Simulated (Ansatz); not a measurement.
Input:

TaAlO₄ (space group C2/m)

```
TaAlO4
1.0
    6.07718    -1.89096     0.00000
    6.07718     1.89096     0.00000
   -1.96570     0.00000     6.14772
Ta Al O
2 2 8
Cartesian
  0.83016   0.00000   1.42576
  9.35850   0.00000   4.72196
  0.82887   0.00000   5.04418
  9.35980   0.00000   1.10354
  7.40006   0.00000   1.24282
  2.78861   0.00000   4.90490
 -1.00252   0.00000   5.31767
 11.19118   0.00000   0.83005
  9.50496   0.00000   2.91933
  0.68371   0.00000   3.22840
  7.28028   0.00000   5.27277
  2.90839   0.00000   0.87495
```

The volume is varied about the relaxed value V₀ at fixed cell shape. The atoms relax within the cell's symmetry.

Computed with PBEsol (plane waves to 420 eV, PAW, scalar-relativistic; Ansatz, a first-principles code). k mesh 7×7×5 (Γ-centred), Fermi-Dirac smearing 0.05 eV. Energies are smeared free energies. Stress and pressure are positive under compression. With the shape held, the modulus is that of even scaling; a crystal free to change shape is softer. Spin-orbit coupling is left out, though Ta is heavy. TaAlO4 is run without spin polarisation. TaAlO4 was relaxed with its symmetry unable to fall. The zero of ΔE is the relaxed starting cell.

The scan covers V/V₀ from 0.940 to 1.060 in 11 points.

Task: What is the fitted pressure derivative B₀′?

Result: 4.1.

Task: What bulk modulus at fixed cell shape B₀ follows from a third-order Birch-Murnaghan fit?

Result: 193 GPa.

(A scan under strain: stresses follow from slopes of the energy per volume, elastic moduli from its curvatures.)
